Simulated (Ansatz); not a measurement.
KIO3:
```cif
data_I6K6O18
_chemical_formula_sum 'K6 I6 O18'
_space_group_name_H-M_alt 'R3c :H'
_space_group_IT_number 161
_space_group_name_Hall 'R 3 -2"c'
_cell_length_a 6.19446
_cell_length_b 6.19446
_cell_length_c 15.49381
_cell_angle_alpha 90.000
_cell_angle_beta 90.000
_cell_angle_gamma 120.000
loop_
_atom_site_label
_atom_site_type_symbol
_atom_site_symmetry_multiplicity
_atom_site_Wyckoff_symbol
_atom_site_fract_x
_atom_site_fract_y
_atom_site_fract_z
_atom_site_occupancy
K1 K 6 a 0.00000 0.00000 0.25466 1
I1 I 6 a 0.00000 0.00000 0.00371 1
O1 O 18 b 0.09725 0.29578 0.05975 1
```
(The calculation used a cell of 10 atoms; values per cell refer to that cell.)

Relaxed with PBEsol. PBEsol in the plane-wave PAW code Ansatz gives a gap of 2.43 eV.

**Question.** What gap does HSE06 give on the same cell (Ansatz, PAW)?

**Answer.** 3.52 eV, 1.09 eV more. The hybrid was solved on a coarser mesh and at special points; its gap is the smallest among all of these.

Cost on shared cores: the PBEsol run (SCF on a 6×6×6 mesh, then bands and DOS) roughly 5 core-minutes, the HSE06 run (SCF on 3×3×3, then a few points) around 3 core-minutes (rough); the tasks are unlike.

The workflow started from a Materials Project entry (that database holds measured and hypothetical structures alike); the Crystallography Open Database copy checked does not list it. COD files the formula under space group No. 1, 160, so this cell is another polymorph or a model. Its standing as an ambient phase is unchecked. The cell was relaxed with PBEsol under the symmetry of its start; whether a distortion lowers the energy is not shown. Scalar-relativistic: spin–orbit coupling is off unless named, which matters more the heavier the elements.

Potentials: the later of the program's two PAW sets.
